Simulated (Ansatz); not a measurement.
The start is a randomly generated symmetric cell of Pb (space group No. 123). A full variable-cell relaxation at zero pressure is run with r2SCAN (plane waves to 500 eV, PAW, scalar-relativistic; Ansatz, an electronic-structure program). First-step values are on the input's coarse k-mesh.

Ansatz input (later rounds restart from its end on a renewed k-mesh):
Ansatz 0.2 input:
```yaml
crystal:
  lattice:
    - [2.4406842, 0, 0]
    - [0, 2.4406842, 0]
    - [0, 0, 5.8213914]
  atoms:
    - { symbol: Pb, position: [0.5, 0.5, 0] }
basis: { ecutwfc: 500, ecutrho_ratio: 4, xc_grid: 4, fft_grid_basis: typed }
kpoints: { mp_grid: { grid: [13, 13, 6] } }
hamiltonian:
  xc: r2scan
  dispersion: none
  pseudopotentials: { azcp: { folder: ./paw }, kind: paw }
scf: { occupations: { method: fermi_dirac, width: 0.05 } }
relax: { f_tol: 0.01, max_steps: 100, cell: { stress_tol: 0.02 } }
output: { forces: true, stress: true }
```

Q: How large is the pressure on the unrelaxed cell, and of which sign?

A: +58.6 GPa (positive: the cell is compressed).

Q: What symmetry does the relaxed structure have?

A: The space group goes from P4/mmm (No. 123) to Pm-3m (No. 221); the end is AFLOW prototype A_cP1_221_a (A_h), with 1 atom in the primitive cell.

Q: How does the volume per atom move from start to end?

A: -4.3 %, from 34.68 to 33.19 Å³/atom.

Q: How do the shortest distances between atoms change?

A: The closest pairs of elements (up to four, under 3.6 Å), start → end: Pb–Pb 2.44 → 3.21 Å.

Q: What band gap does the relaxed structure have at this level?

A: No gap (metallic).

Q: Give the final cell and atomic positions.

A: 
```cif
data_Pb
_chemical_formula_sum 'Pb1'
_space_group_name_H-M_alt 'Pm-3m'
_space_group_IT_number 221
_space_group_name_Hall '-P 4 2 3'
_cell_length_a 3.21377
_cell_length_b 3.21377
_cell_length_c 3.21377
_cell_angle_alpha 90.000
_cell_angle_beta 90.000
_cell_angle_gamma 90.000
loop_
_atom_site_label
_atom_site_type_symbol
_atom_site_symmetry_multiplicity
_atom_site_Wyckoff_symbol
_atom_site_fract_x
_atom_site_fract_y
_atom_site_fract_z
_atom_site_occupancy
Pb1 Pb 1 b 0.50000 0.50000 0.50000 1
```

Final values are on a 14×14×14 k-mesh of the relaxed cell. No spin polarisation in the result.

The run could not lose the symmetry of its start, so the end can be a saddle point.

The relaxed structure here is a generated cell of Pb: the first start was made by a random draw of sites in a space group, and the end was not matched to a known phase here, so it may be hypothetical. Known forms of Pb include space group No. 225.
